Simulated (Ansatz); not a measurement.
# GaN (F-43m): the size of the finite step

```yaml
crystal:
  lattice:
    - [0.00000, 2.24894, 2.24894]
    - [2.24894, 0.00000, 2.24894]
    - [2.24894, 2.24894, 0.00000]
  atoms:
    - { symbol: Ga, position: [0.00000, 0.00000, 0.00000] }
    - { symbol: N, position: [0.25000, 0.25000, 0.25000] }
```

Level of theory, where no other is named: r²SCAN, PAW on Ansatz 0.2.0's default frozen-core files (fitted under PBE), scalar-relativistic. k mesh 10×10×10, strains of ±0.003, fixed occupations, cutoff 500 eV. The cell was relaxed by PAW under this functional. The structure is one entry of a database and needn't be the stable phase.

**Question.** Elastic constants come from stresses at strains of ±0.003 (and twice that, four-point stencil): C11 = 284.4, C12 = 152.7, C44 = 161.4 GPa. What does an amplitude of 0.08 give?

**Answer.** C11 = 284.0, C12 = 152.6, C44 = 161.4 GPa. Nothing moves by 1 %: the four-point stencil cancels the leading anharmonic error.

Caveats: frozen-core PAW files fitted under PBE, their cores solved anew for the functional of the run; constants at zero field, no piezoelectric stiffening; this zinc-blende form is metastable at ambient conditions.
